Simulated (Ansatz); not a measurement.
GaAs (zinc blende)

```yaml
crystal:
  lattice:
    - [0.00000, 2.83335, 2.83335]
    - [2.83335, 0.00000, 2.83335]
    - [2.83335, 2.83335, 0.00000]
  atoms:
    - { symbol: As, position: [0.75000, 0.75000, 0.75000] }
    - { symbol: Ga, position: [0.00000, 0.00000, 0.00000] }
```

The slice is a {100} plane (indices of the conventional cell) through the point (0.750, 0.750, 0.750) (fractional), spanned by u = [100] and v = [0 1 -1] in vectors of this cell: u (4.01 Å) and v (4.01 Å, at 90° to u). It covers one period; positions are fractions (u, v).

Calculation: r2SCAN (plane waves to 500 eV, PAW, scalar-relativistic; Ansatz, a first-principles code). k mesh 10×10×10. Near the nuclei the fields are pseudised (PAW); where an atom keeps semicore shells as valence, they peak there. GaAs was relaxed with its symmetry unable to fall.

Sketch the electrostatic potential energy of an electron, from the cell's mean on this plane as a map.


```
|xxxxxxx025677777776520xxxxxx|
|xxxxxxx035677777776530xxxxxx|
|xxxxxxx046777777777640xxxxxx|
|xxxxxx02577888888877520xxxxx|
|xxxxx0146788888888876410xxxx|
|xxxx014678888888888876410xxx|
|0000246788999999999887642000|
|2234567889999999999988765432|
|5556778899999999999998877655|
|6667788999999999999999887766|
|7777888999999999999999888777|
|7777888999999999999999888777|
|7777888999999999999999888777|
|7777888999999999999999888777|
|7777888999999999999999888777|
|7777888999999999999999888777|
|7777888999999999999999888777|
|6667788999999999999999887766|
|5556778899999999999998877655|
|2234567889999999999988765432|
|0000246788999999999887642000|
|xxxx014678888888888876410xxx|
|xxxxx0146788888888876410xxxx|
|xxxxxx02577888888877520xxxxx|
|xxxxxxx046777777777640xxxxxx|
|xxxxxxx035677777776530xxxxxx|
|xxxxxxx025677777776520xxxxxx|
|xxxxxxx025677777776520xxxxxx|
```
Scale: ten equal steps from -3.00 (start of '0') to 5.45 (end of '9'), in the order '0123456789'. Values: electrostatic potential energy of an electron, from the cell's mean, in eV. The map has 28 points along u (one character each, u = 0 at the left) and 28 along v (v = 0 in the bottom row). Points within 1 Å of a nucleus are blanked (x), as the pseudised field means little there. Values under -3 eV are set to -3. The zero, the cell's mean, hangs on the PAW cores.
